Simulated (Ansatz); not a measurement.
A surface is cut from this relaxed crystal of Ti:

```cif
data_structure
_symmetry_space_group_name_H-M 'P 1'
_symmetry_Int_Tables_number 1
_cell_length_a 2.8639
_cell_length_b 2.8639
_cell_length_c 4.5349
_cell_angle_alpha 90.000
_cell_angle_beta 90.000
_cell_angle_gamma 120.000
_cell_volume 32.21
loop_
_atom_site_label
_atom_site_type_symbol
_atom_site_fract_x
_atom_site_fract_y
_atom_site_fract_z
_atom_site_occupancy
Ti1 Ti 0.33333 0.66667 0.25000 1
Ti2 Ti 0.66667 0.33333 0.75000 1
```

Miller indices refer to the conventional cell of P6_3/mmc (No. 194), a = 2.864 Å, b = 2.864 Å, c = 4.535 Å, α = 90.00°, β = 90.00°, γ = 120.00°.

The (001) slab of 6 planes, 11.3 Å thick with 15 Å of vacuum as cut; outer planes Ti (top) and Ti (bottom).

Level of theory: DFT LDA, scalar-relativistic, plane waves, PAW in Ansatz 0.2.0. Settings: cutoff 420 eV, Γ-centred mesh 12×12×1 on the computed 6-atom cell, Gaussian smearing of 0.10 eV; no spin polarisation. A dipole correction removes the field between periodic images along c.

Results for the relaxed slab:

```yaml
Surface_energy_mean_of_both_faces: 2.24 J/m²
Work_function: 4.65 eV
```

Relaxation lowers the energy by 0.124 J/m² a face; the largest move is 0.113 Å.

```json
{"plane (bottom to top)": "1", "atoms": "Ti", "spacing to next, bulk (Å)": "2.267", "relaxed (Å)": "2.110", "change (%)": "-6.9"}
{"plane (bottom to top)": "2", "atoms": "Ti", "spacing to next, bulk (Å)": "2.267", "relaxed (Å)": "2.320", "change (%)": "+2.3"}
{"plane (bottom to top)": "3", "atoms": "Ti", "spacing to next, bulk (Å)": "2.267", "relaxed (Å)": "2.251", "change (%)": "-0.7"}
{"plane (bottom to top)": "4", "atoms": "Ti", "spacing to next, bulk (Å)": "2.267", "relaxed (Å)": "2.320", "change (%)": "+2.3"}
{"plane (bottom to top)": "5", "atoms": "Ti", "spacing to next, bulk (Å)": "2.267", "relaxed (Å)": "2.110", "change (%)": "-6.9"}
{"plane (bottom to top)": "6", "atoms": "Ti", "spacing to next, bulk (Å)": "", "relaxed (Å)": "", "change (%)": ""}
```